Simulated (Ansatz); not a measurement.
Relaxed Mo (bcc, W type):

```
CELL_PARAMETERS angstrom
     -3.16074     3.16074     3.16074
      1.58037    -1.58037     1.58037
      1.58037     1.58037    -1.58037
ATOMIC_POSITIONS crystal
  Mo 0.00000 0.00000 0.00000
  Mo 0.50000 0.00000 0.00000
```

Two-dimensional scan of atom 1 (Mo, nearest neighbour Mo at 2.737 Å; its periodic images, 2.7 Å or more away, move with it): u runs along (0.707, 0.707, 0.000), v along (0.000, 0.000, 1.000) (Cartesian). Cell and other atoms are fixed.

Calculation: PBE (plane waves to 420 eV, PAW, scalar-relativistic; Ansatz, an electronic-structure program). k mesh 17×17×17 (Γ-centred), Fermi-Dirac smearing 0.05 eV. E stands for the smeared free energy. Points where atoms come too close for the PAW data are left out (x in tables, blank in figures). With partly filled bands, energies and forces of such displacements shift with the k mesh and the smearing. Mo is run without spin polarisation. Mo was relaxed with its symmetry unable to fall. The zero of ΔE is the undisplaced structure. Axes are in Å.

Task: What ΔE (meV/cell) does the calculation give at all points of the grid u = -0.680, -0.340, 0.000, 0.340, 0.680 by v = -0.680, -0.340, 0.000, 0.340, 0.680?

Result: ΔE (meV/cell), with u across and v down:

```tsv
v \ u	-0.680	-0.340	0.000	0.340	0.680
-0.680	x	x	1899	1456	1184
-0.340	x	x	536	586	1081
0.000	x	383	0	383	x
0.340	1081	586	536	x	x
0.680	1184	1456	1899	x	x
```

(For displaced atoms, the force is minus the slope of the energy, and its curvature is a force constant, which sets phonon frequencies.)
